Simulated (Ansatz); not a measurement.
A crystal relaxed with r2SCAN in the plane-wave code Ansatz has space group I-42m (No. 121) and a = 5.018 Å, c = 9.975 Å.

```csv
atom,site,x,y,z
B,4d,0.0000,0.5000,0.2500
As,8i,0.2263,0.7737,0.3670
B,2b,0.5000,0.5000,0.0000
Xx,2a,0.0000,0.0000,0.0000
```

r2SCAN gives an indirect gap of 1.06 eV, from Γ to Γ–M (0.39 of the way from Γ); the least direct gap is 1.23 eV at Γ. The HSE06 gap is indirect, 1.47 eV (Γ to Γ–M (0.39 of the way from Γ)), below the direct gap of 1.64 eV at Γ. Meshes: r2SCAN 8×8×8, HSE06 4×4×4.

**Question.** Which element is Xx?
A. Tl
B. Ga
C. Al
D. In

**Answer.** B. Xx is Ga: GaB₃As₄ as one 8-atom ordering (I-42m) on the zincblende lattice. B is surrounded by 4 As at 2.13 Å; As is surrounded by 3 B at 2.08–2.13 Å and 1 Ga at 2.35 Å; B is surrounded by 4 As at 2.08 Å; Ga is surrounded by 4 As at 2.35 Å.

These are computed values for a spin-unpolarised cell that may be hypothetical; none is a measurement.

The runs are scalar-relativistic, without spin-orbit coupling.

Where an edge lies off the special points, it is a point of the mesh or the k point where a search put PBE's edge or least direct gap, reused for the other functionals, whose own edges may lie a little apart.

The meshes of the hybrids are coarse, so their gaps aren't converged to the digits shown.
